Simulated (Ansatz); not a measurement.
Computed with DFT r2SCAN, scalar-relativistic, plane waves, PAW (Ansatz).

Structure of Ta₂O₅:

```xyz
7
Lattice="-2.6236 2.6236 4.7757 2.6236 -2.6236 4.7757 2.6236 2.6236 -4.7757" Properties=species:S:1:pos:R:3 pbc="T T T"
Ta    0.0000    0.0000    1.8840
Ta    0.0000    0.0000    7.6674
O     0.0000    0.0000    0.0000
O    -1.3118    1.3118    2.3879
O     1.3118   -1.3118    2.3879
O     1.3118    1.3118   -2.3879
O     1.3118    1.3118    2.3879
```

Cutoff 500 eV; k points 8×8×8 on the computed 7-atom cell (Γ-centred); Gaussian smearing, width 0.02 eV; no spin polarisation.

Levels along Γ–X–P–N–Γ–M–S | S0–Γ | X–R | G–M, in eV from a zero inside the gap, sorted by energy at each point. Points in fractions of the primitive reciprocal vectors: Γ (0.000 0.000 0.000), X (0.000 0.000 0.500), P (0.250 0.250 0.250), N (0.000 0.500 0.000), M (0.500 0.500 -0.500), S (0.325 0.675 -0.325), S0 (-0.325 0.325 0.325), R (-0.151 0.151 0.500), G (0.500 0.500 -0.151).
```csv
point,"k (1/Å, with 2π)",band 25,band 26,band 27,band 28,band 29,band 30,band 31
Γ,0.000,-2.57,-2.27,-2.27,-1.07,1.07,1.36,1.36
-,0.423,-3.16,-3.14,-2.79,-1.78,1.40,2.49,2.65
X,0.847,-3.33,-3.32,-3.31,-3.17,1.41,3.29,3.30
-,1.011,-3.33,-3.31,-3.31,-3.22,1.63,2.87,3.43
P,1.176,-3.33,-3.33,-3.28,-3.28,2.18,2.18,3.62
-,1.475,-3.60,-3.26,-2.51,-2.51,2.31,2.51,3.80
N,1.774,-3.77,-3.19,-1.92,-1.90,2.49,3.09,3.49
-,2.116,-3.22,-2.96,-2.26,-1.36,1.89,1.97,2.13
Γ,2.458,-2.57,-2.27,-2.27,-1.07,1.07,1.36,1.36
-,2.786,-2.59,-2.31,-2.31,-1.08,1.14,2.13,2.13
M,3.115,-2.61,-2.33,-2.33,-1.08,1.20,3.21,3.21
-,3.324,-2.87,-2.73,-2.35,-1.23,1.69,3.25,3.45
S,3.533,-3.90,-2.99,-2.20,-1.58,2.68,3.23,3.42
S0,3.533,-3.90,-2.99,-2.20,-1.58,2.68,3.23,3.42
-,3.923,-3.35,-3.27,-2.18,-1.52,2.00,2.29,2.35
Γ,4.313,-2.57,-2.27,-2.27,-1.07,1.07,1.36,1.36
X,4.313,-3.33,-3.32,-3.31,-3.17,1.41,3.29,3.30
-,4.441,-3.31,-3.21,-3.21,-2.99,1.57,3.29,3.38
R,4.568,-3.28,-3.16,-3.06,-2.44,2.01,3.28,3.54
G,4.568,-3.28,-3.16,-3.06,-2.44,2.01,3.28,3.54
-,4.864,-2.89,-2.82,-2.67,-1.41,2.10,3.24,3.49
M,5.160,-2.61,-2.33,-2.33,-1.08,1.20,3.21,3.21
```

Spin-orbit coupling is left out, which matters for the bands of heavy elements.

Cost: 1 run of about 1.3 core-minutes, on AMD EPYC 9R45 (Zen 5) (shared hosts).